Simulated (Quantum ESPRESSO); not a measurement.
Kohn-Sham bands of TiSi2 (Cmcm)

```xyz
6
Lattice="3.5302 0.0000 0.0000 0.0000 0.0000 -3.5652 -1.7651 6.7593 0.0000" Properties=species:S:1:pos:R:3 pbc="T T T"
Ti     0.0000     1.3940    -0.8913
Ti     0.0000    -1.3940     0.8913
Si     1.7651    -0.7875    -0.8913
Si    -1.7651     0.7875     0.8913
Si     0.0000    -3.3754    -0.8913
Si     0.0000     3.3754     0.8913
```

Materials Project entry mp-1077503; symmetrised, unrelaxed at this level. Not found in the COD (Crystallography Open Database) copy used, which has the formula in other groups; not checked further. Method: PBEsol plane waves in Quantum ESPRESSO 7.5 (PseudoDojo norm-conserving files, 68 Ry, no spin polarisation, no spin-orbit coupling), Bloch states on a 6×6×6 mesh through Γ, Wannier90 4.0.1. Density: 10×10×10 mesh, cold smearing 0.01 Ry.

### Question
List the Kohn-Sham levels between −8 and 3.0 eV relative to the Fermi level at the high-symmetry points, as a band run of pw.x on that density gives them (levels within 2 meV counted together).

### Answer
| point | k (reciprocal lattice) | levels (eV) |
|---|---|---|
| Γ | 0.000 0.000 0.000 | -3.40, -3.08, -2.89, -2.57, -2.54, -2.17, -2.07, -2.06, 0.49, 0.73, 0.85, 0.90, 1.37, 1.38, 2.13, 2.63, 2.94 |
| Y | 0.000 0.000 0.500 | -6.52, -5.44, -3.15, -3.03, -2.93, -2.60, -2.54, -1.93, -1.18, 0.41, 0.66, 0.76, 0.94, 1.14, 2.12, 2.63, 2.72 |
| C_0 | 0.466 0.000 0.267 | -6.22, -5.44, -3.83, -3.24 (×2), -1.72, -1.11, -0.79, -0.72, -0.21, 1.16, 1.43, 1.56, 1.77, 1.98, 2.97 |
| Σ_0 | 0.534 0.000 -0.267 | -6.22, -5.44, -3.83, -3.24 (×2), -1.72, -1.11, -0.79, -0.72, -0.21, 1.16, 1.43, 1.56, 1.77, 1.98, 2.97 |
| Z | 0.000 -0.500 0.000 | -5.50 (×2), -2.28 (×2), -1.63 (×2), -0.02 (×2), 0.85 (×2), 1.50 (×2), 1.65 (×2), 2.88 (×2) |
| A_0 | 0.534 -0.500 -0.267 | -7.67 (×2), -6.26 (×2), -3.88 (×2), -3.35 (×2), -2.35 (×2), 1.81 (×2), 1.88 (×2), 2.29 (×2), 2.75 (×2) |
| E_0 | 0.466 -0.500 0.267 | -7.67 (×2), -6.26 (×2), -3.88 (×2), -3.35 (×2), -2.35 (×2), 1.81 (×2), 1.88 (×2), 2.29 (×2), 2.75 (×2) |
| T | 0.000 -0.500 0.500 | -3.58 (×2), -3.34 (×2), -2.02 (×2), -0.86 (×2), 0.48 (×2), 1.67 (×2), 2.44 (×2), 2.63 (×2) |
| S | 0.500 0.000 0.000 | -6.51, -4.88, -4.63, -3.25, -2.48, -1.65, -1.46, -0.67, -0.56, -0.53, 1.18, 1.49, 1.66, 1.83, 1.83, 2.51 |
| R | 0.500 -0.500 0.000 | -7.58 (×2), -6.31 (×2), -4.05 (×2), -3.21 (×2), -2.44 (×2), 1.76 (×2), 1.88 (×2), 2.53 (×2), 2.72 (×2) |
